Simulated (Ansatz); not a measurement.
Yb:
```xyz
1
Lattice="-1.9392 1.9392 1.9392 1.9392 -1.9392 1.9392 1.9392 1.9392 -1.9392" Properties=species:S:1:pos:R:3 pbc="T T T"
Yb     0.0000     0.0000     0.0000
```

This is the LDA-relaxed structure.

Q: All from the program Ansatz at the LDA level (PAW), unless another level is named. Give the Debye temperature from the elastic constants.

A: 151 K.

Q: And the elastic constants (relaxed ions, GPa)?

A: C11 = 38.7, C12 = 22.0, C44 = 34.3.

Space group Im-3m (bcc (W type)). The workflow started from a Materials Project entry (that database holds measured and hypothetical structures alike); the Crystallography Open Database copy checked does not list it. It is not the phase usual at ambient conditions (space group No. 225). Symmetry was held in the LDA relaxation; whether a distortion lowers the energy is not shown. No spin polarisation was allowed. The 4f shell is in the valence. No Hubbard U is applied. As this level gives no gap, shear constants depend on the k-mesh and smearing (Fermi–Dirac, 0.1 eV here). Scalar-relativistic: spin–orbit coupling is off unless named, which matters more the heavier the elements.

Potentials: the later of the program's two PAW sets.
